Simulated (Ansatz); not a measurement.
Relaxed free-standing sheet of SnO:

```xyz
4
Lattice="3.8206 0.0000 0.0000 0.0000 3.8206 0.0000 0.0000 0.0000 30.6334" Properties=species:S:1:pos:R:3 pbc="T T F"
Sn    1.9103    0.0000   14.1347
O     0.0000    0.0000   15.3167
O     1.9103    1.9103   15.3167
Sn    0.0000    1.9103   16.4987
```

All numbers below come from DFT PBE+D3(BJ), scalar-relativistic, plane waves, PAW in Ansatz 0.2.0. Settings: cutoff 420 eV, Γ-centred mesh 6×6×1 on the computed 4-atom cell, Gaussian smearing of 0.02 eV; no spin polarisation. No periodic images along c.

| Quantity | Value |
| --- | --- |
| Band gap on the sampled k points | 3.05 eV |
| Least direct gap | 3.17 eV |
| Ionisation potential from the Kohn-Sham band edge | 5.40 eV |
| Electron affinity from the Kohn-Sham band edge | 2.36 eV |
| Bader charges (e) | Sn1 1.27, O2 -1.27, O3 -1.27, Sn4 1.27 |

Cost: 1 run of about 1.1 core-minutes, on Arm Neoverse V2 (shared hosts).